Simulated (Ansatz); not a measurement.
CdS:
```
CELL_PARAMETERS angstrom
      0.00000     2.93890     2.93890
      2.93890     0.00000     2.93890
      2.93890     2.93890     0.00000
ATOMIC_POSITIONS crystal
  S  0.75000 0.75000 0.75000
  Cd 0.00000 0.00000 0.00000
```

Relaxed with r²SCAN.

Question: Tabulate the valence density and the electron localisation function along the shortest S–Cd contact (2.55 Å), DFT-r²SCAN in the program Ansatz with PAW potentials.

Answer: 

| distance from S (Å) | density (e/Å³) | ELF |
|---|---|---|
| 0.25 | 0.48 | 0.09 |
| 0.38 | 0.90 | 0.39 |
| 0.51 | 1.15 | 0.70 |
| 0.64 | 1.18 | 0.84 |
| 0.76 | 1.02 | 0.89 |
| 0.89 | 0.81 | 0.88 |
| 1.02 | 0.61 | 0.82 |
| 1.15 | 0.47 | 0.63 |
| 1.27 | 0.41 | 0.32 |
| 1.40 | 0.42 | 0.16 |
| 1.53 | 0.57 | 0.16 |
| 1.65 | 1.07 | 0.25 |
| 1.78 | 2.32 | 0.38 |
| 1.91 | 4.86 | 0.48 |
| 2.04 | 8.99 | 0.58 |
| 2.16 | 14.45 | 0.70 |
| 2.29 | 20.23 | 0.82 |

The density is the valence pseudo-density with augmentation charge, so density and ELF within about 1 Å of a nucleus are not all-electron values.

Space group F-43m (zinc blende). The cell was relaxed with r²SCAN under the symmetry of its start; phonons on a q-mesh show no instability.

Potentials: the later of the program's two PAW sets.
